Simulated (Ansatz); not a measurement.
RbVN₂ in space group I-42d (No. 122; Rb on 4b, V on 4a, N on 8d), plane-wave PAW LDA (Ansatz code). The conduction-band minimum lies on the Γ–M line, 25 % of the way from Γ, with 2 equivalent valleys. Second derivatives d²E/dk² of the lowest band at one valley (eV·Å²), along Cartesian directions:

| direction | d²E/dk² |
|---|---|
| [100] | 23.98 |
| [010] | 23.98 |
| [001] | 13.70 |
| [110] | 24.06 |
| [101] | 18.87 |
| [011] | 18.87 |

Task: Find the principal effective masses, the density-of-states mass and the conductivity mass.

Result: Off-diagonal terms follow from H_xy = H[110] − (H_xx + H_yy)/2, and m*/mₑ = 7.620 eV·Å² over each eigenvalue: 0.32, 0.32, 0.56. One valley's DOS mass (m₁m₂m₃)^(1/3) = 0.38, conductivity mass 3/(Σ 1/mᵢ) = 0.37 mₑ.

Task: What effective density of states Nc follows at 300 K for parabolic valleys?

Result: Nc = 2.509e19 × 2 × (0.38)^(3/2) ≈ 1.2e19 cm⁻³.

Task: With the computed static dielectric constant 34.7 (mean of the diagonal), estimate a hydrogenic donor's binding energy and radius.

Result: E = 13.606 eV × 0.37/34.7² ≈ 4.2 meV; a = 0.529 Å × ε/m* ≈ 50 Å. Semilocal masses tend to be too small where the gap is.

The first step of the workflow began from a Materials Project structure, measured or hypothetical; the Crystallography Open Database copy checked does not list it. Whether it is the stable phase at ambient conditions was not checked. Symmetry was held in the LDA relaxation; phonons on a q-mesh show weakly imaginary modes. No spin polarisation was allowed. Spin–orbit coupling is left out wherever it is not named.

Potentials: the later of the program's two PAW sets.
